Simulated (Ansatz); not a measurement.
# Fermi surface of NbCd₃ (Pm-3m)

```
Nb Cd
1.0
     4.23154    0.00000    0.00000
     0.00000    4.23154    0.00000
     0.00000    0.00000    4.23154
Nb Cd
1 3
Cartesian
  0.0000 0.0000 0.0000
  0.0000 2.1158 2.1158
  2.1158 0.0000 2.1158
  2.1158 2.1158 0.0000
```

Computed, not measured; unless marked otherwise by PBEsol, all-electron LAPW in Ansatz 0.2.0, with spin-orbit coupling. k mesh 8×8×8, fine mesh 8×8×8, Fermi-Dirac smearing of 0.050 eV, basis error target 1 meV/atom. The cell was relaxed by PAW under this functional. This phase needn't be the one found at ambient conditions.

Levels and slopes are solved on a 8×8×8 mesh, and each state is taken as quadratic over its cell.

(1) What is the density of states at the Fermi level, and which bare Sommerfeld coefficient follows?

(2) What Drude plasma energy and σ/τ do the band velocities give?

(3) Which bands cross the Fermi level, and what do they carry?

(4) Map the plane k₃ = 1/2 of the mesh: how many bands lie under the Fermi level at each point, counted from the least on the plane?

(5) What does PAW give for the same cell?

(6) And without spin-orbit coupling?

Answers

(1) N(E_F) = 0.375 states/eV/atom (both spins), so γ = (π²/3) k_B² N(E_F) = 0.884 mJ/(mol-atom K²) without electron-phonon or spin-fluctuation enhancement.

(2) (ħω_p,α)² = (e²/ε₀VN_k) Σ_nkσ (∂E/∂k_α)² δ(E − E_F) gives ħω_p = (3.89, 3.89, 3.89) eV along x, y, z, and σ/τ = ε₀ω_p² = 3.09×10²⁰ Ω⁻¹m⁻¹s⁻¹ along x. Weighted by the density of states, the mean Fermi speed is 0.49×10⁶ m/s; the surface has an area of 7.92 Å⁻² for each spin direction.

(3) 

| band | filled part | N (states/eV/cell) | speed (10⁶ m/s) | 5th to 95th percentile | area (Å⁻²) | filling |
| --- | --- | --- | --- | --- | --- | --- |
| 1 | 0.99 | 0.0331 | 0.293 | 0.27 to 0.34 | 0.209 | nearly full |
| 2 | 0.99 | 0.0331 | 0.293 | 0.27 to 0.34 | 0.209 | nearly full |
| 3 | 0.98 | 0.0872 | 0.329 | 0.25 to 0.57 | 0.619 | nearly full |
| 4 | 0.98 | 0.0872 | 0.329 | 0.25 to 0.57 | 0.619 | nearly full |
| 5 | 0.49 | 0.579 | 0.464 | 0.27 to 0.69 | 5.79 | partly filled |
| 6 | 0.49 | 0.579 | 0.464 | 0.27 to 0.69 | 5.79 | partly filled |
| 7 | 0.04 | 0.0506 | 1.2 | 1.05 to 1.45 | 1.3 | nearly empty |
| 8 | 0.04 | 0.0506 | 1.2 | 1.05 to 1.45 | 1.3 | nearly empty |

(4) k₁ runs to the right and k₂ upwards, each from −½ to ½ with 0 in the middle (the axes needn't be at right angles):
```
44222224
22220222
22200022
22000002
22200022
22220222
44222224
44222224
```

(5) N(E_F) = 0.375 states/eV/atom and ħω_p,x = 3.89 eV.

(6) N(E_F) = 0.403 states/eV/atom and ħω_p,x = 3.88 eV, on a 10×10×10 mesh.

Caveats: filled d bands lie too high at this level, so their transitions start too early; these sums move with the mesh, by several per cent and more for small sheets; the frozen-core PAW files of the compared runs were fitted under PBE, their cores solved anew for this functional.
